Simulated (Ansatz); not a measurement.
CaGe$_{2}$O$_{5}$ in space group P-1 (No. 2; Pearson symbol aP16), DFT-PBE in the program Ansatz with PAW potentials, all energies at zero smearing, with the estimated change up to a 700 eV cutoff added, with one set of potentials and settings (totals compare only within such a set). Cell of 16 atoms (2 Ca, 4 Ge, 10 O): -26496.205 eV.

| element | reference phase | E (eV/atom) |
|---|---|---|
| Ca | Fm-3m, 1 atoms in the cell | -1816.8597 |
| Ge | Fd-3m, 2 atoms in the cell | -4294.9847 |
| O | C2/m, 4 atoms in the cell, spin-polarised | -565.0000 |

Formation energy per atom, worked out: (-26496.205 − 2×(-1816.8597) − 4×(-4294.9847) − 10×(-565.0000))/16 = -2.034 eV/atom (-196 kJ per mol of atoms), at 0 K, without zero-point energy or fitted corrections.

The first step of the workflow began from a Materials Project structure, measured or hypothetical; the Crystallography Open Database files this formula in space group No. 2, but the cells were not matched. Whether it is the stable phase at ambient conditions was not checked. The PBE relaxation kept the symmetry of its start; whether a distortion lowers the energy is not shown. The references are the lowest solids computed at this level, not always the standard phases (solids in place of the gases).

Potentials: the later of the program's two PAW sets.
